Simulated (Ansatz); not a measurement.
LaN:
```
CELL_PARAMETERS angstrom
      4.35155     0.00000     0.00000
      0.00000     4.35155     0.00000
      0.00000     0.00000     3.54684
ATOMIC_POSITIONS crystal
  La 0.50000 0.00000 0.28519
  La 0.00000 0.50000 0.71481
  N  0.50000 0.50000 0.00000
  N  0.00000 0.00000 0.00000
```

Relaxed with LDA. Special points in fractions of this cell's reciprocal vectors: Γ (0.000, 0.000, 0.000); X (0.000, 0.500, 0.000); M (0.500, 0.500, 0.000); Z (0.000, 0.000, 0.500); R (0.000, 0.500, 0.500); A (0.500, 0.500, 0.500).

### Question
List the band energies nearest the valence-band maximum at these points for plane-wave PAW LDA (Ansatz code).

### Answer
In eV from the valence-band maximum; about four levels below and three above (degenerate sets whole), none deeper than 8.9 eV; points with the same levels are listed once.

```
k                          below                above
-  -----------------------------  -------------------
Γ  -1.25 -1.25 -1.19 -0.27 -0.27       1.19 2.35 2.39
X        -1.23 -1.23 -1.00 -1.00  2.14 2.14 2.68 2.68
M        -1.54 -1.54 -0.79 -0.79  1.90 1.90 2.74 2.74
Z        -2.43 -2.43 -1.59 -1.59       2.26 2.88 3.27
R        -2.14 -2.14 -1.32 -1.32  3.24 3.24 3.52 3.52
A        -1.30 -1.30 -1.19 -1.19  2.79 2.79 2.92 2.92
```

Space group P4/nmm. The first step of the workflow began from a Materials Project structure, measured or hypothetical; the Crystallography Open Database copy checked does not list it. COD files the formula under space group No. 225. Whether it is the stable phase at ambient conditions was not checked. The cell was relaxed with LDA under the symmetry of its start. At this level the phase is dynamically unstable (imaginary phonons). Scalar-relativistic: spin–orbit coupling is off unless named, which matters more the heavier the elements.

Potentials: the later of the program's two PAW sets.
